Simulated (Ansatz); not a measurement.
Data:

Te (β-Sn type, I4_1/amd), a = b = 6.3907 Å, c = 3.1332 Å, α = β = γ = 90.00°; the cell used has 2 atoms.

This is the r²SCAN-relaxed structure.

Problem. All from DFT-r²SCAN in the program Ansatz with PAW potentials, unless another level is named. Estimate the bulk modulus (Birch–Murnaghan fit).

Solution. 50.2 GPa.

Problem. Predict the highest zone-centre frequency.

Solution. 98 cm⁻¹.

The cell is a constructed one: a structure type filled with these elements; neither database checked (COD, Materials Project) lists it. It is not the phase usual at ambient conditions (space group No. 152). The r²SCAN relaxation kept the symmetry of its start; of distortions, only those at the zone centre were tested. As this level gives no gap, phonon frequencies hold no LO–TO term and depend on the k-mesh and smearing (Fermi–Dirac, 0.1 eV here). Spin–orbit coupling is left out wherever it is not named.

Potentials: the later of the program's two PAW sets.
